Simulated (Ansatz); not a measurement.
Values for one crystal, relaxed and computed with PBE in the plane-wave PAW code Ansatz; other levels are named.

| Property | Result |
|---|---|
| Volume per atom | 20.87 Å³ |
| Band gap | 1.58 eV (direct) |
| Valence-band maximum | at Γ |
| Formation energy from the elements (no fitted shifts) | -0.43 eV/atom |
| Conduction-band minimum | at Γ |

Problem. Which compound is it?
A) GaP, zinc blende
B) ZnO, wurtzite
C) CuCl, zinc blende
D) KBr, rock salt

Solution. A, GaP, zinc blende

Space group F-43m (zinc blende). The PBE relaxation kept the symmetry of its start. The references are the lowest solids computed at this level, not always the standard phases. Scalar-relativistic: spin–orbit coupling is off unless named, which matters more the heavier the elements.

Potentials: the later of the program's two PAW sets.
